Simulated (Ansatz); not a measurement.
# In2S: phonons across the zone

All numbers below come from DFT PBE, scalar-relativistic, plane waves, PAW in Ansatz 0.2.0. Plane waves to 420 eV; Γ-centred k mesh 12×12×10; Fermi-Dirac smearing of 0.15 eV. No spin polarisation. Phonons by linear response, acoustic sum rule imposed.

Relaxed structure:
```
In S
1.0
     4.05208    0.00000    0.00000
    -2.02604    3.50921    0.00000
     0.00000    0.00000    5.65066
In S
2 1
Direct
  0.33333 0.66667 0.29416
  0.66667 0.33333 0.70584
  0.00000 0.00000 0.00000
```

It was reached by relaxing an invented guess, and it needn't be the stable form of this composition. In a metal, frequencies and elastic constants depend on the k mesh and the smearing, soft modes and shear constants most. The q mesh is coarse, so values between its points are rough.

Force constants from linear response on a 2×2×1 q mesh.

Task: Is the structure dynamically stable on this mesh?

Result: Yes, on this mesh: no mode is imaginary.

Task: Give the frequencies (cm⁻¹; i marks imaginary ones) at the irreducible q points, in fractions of the reciprocal vectors.

Result:
```csv
q,star,frequencies
0.000 0.000 0.000,1,0 0 0 70 70 113 113 118 120
0.000 -0.500 0.000,3,50 54 66 74 74 86 99 146 171
```
